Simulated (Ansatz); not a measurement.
CsLiWO₄:
```yaml
crystal:
  lattice:
    - [-2.95008, 2.95008, 4.07989]
    - [2.95008, -2.95008, 4.07989]
    - [2.95008, 2.95008, -4.07989]
  atoms:
    - { symbol: Cs, position: [0.00000, 0.00000, 0.00000] }
    - { symbol: Li, position: [0.75000, 0.25000, 0.50000] }
    - { symbol: W, position: [0.50000, 0.50000, 0.00000] }
    - { symbol: O, position: [0.60931, 0.44872, 0.30965] }
    - { symbol: O, position: [0.55128, 0.86093, 0.16059] }
    - { symbol: O, position: [0.13907, 0.29966, 0.69035] }
    - { symbol: O, position: [0.70034, 0.39069, 0.83941] }
```

Relaxed with PBEsol. Special points in fractions of this cell's reciprocal vectors: Γ (0.000, 0.000, 0.000); X (0.000, 0.000, 0.500); P (0.250, 0.250, 0.250); N (0.000, 0.500, 0.000); M (0.500, 0.500, -0.500); S (0.381, 0.619, -0.381); S0 (-0.381, 0.381, 0.381); R (-0.261, 0.261, 0.500); G (0.500, 0.500, -0.261).

Question: List the band energies nearest the valence-band maximum at these points for DFT-PBEsol in the program Ansatz with PAW potentials.

Answer: In eV from the valence-band maximum; about four levels below and three above (degenerate sets whole), none deeper than 8.9 eV; points with the same levels are listed once.

```csv
k,below,above
Γ,-1.08 -0.12 0.00 0.00,4.85 5.35 5.49
X,-0.56 -0.39 -0.23 -0.22,5.31 5.57 6.41
P,-0.80 -0.27 -0.23 -0.23,5.50 5.51 6.31
N,-0.78 -0.46 -0.32 -0.06,5.43 5.56 6.42
M,-0.53 -0.53 -0.49 -0.27 -0.27,5.12 5.54 6.67
S,-0.61 -0.37 -0.25 -0.24,5.29 5.53 6.53
R,-0.59 -0.38 -0.30 -0.19,5.35 5.53 6.48
```

Space group I-4. The first step of the workflow began from a Materials Project structure, measured or hypothetical; the Crystallography Open Database copy checked does not list it. Whether it is the stable phase at ambient conditions was not checked. Symmetry was held in the PBEsol relaxation; its stability against distortions is not shown here. No spin polarisation was allowed. No Hubbard U is applied. Spin–orbit coupling is left out wherever it is not named.

Potentials: the later of the program's two PAW sets.
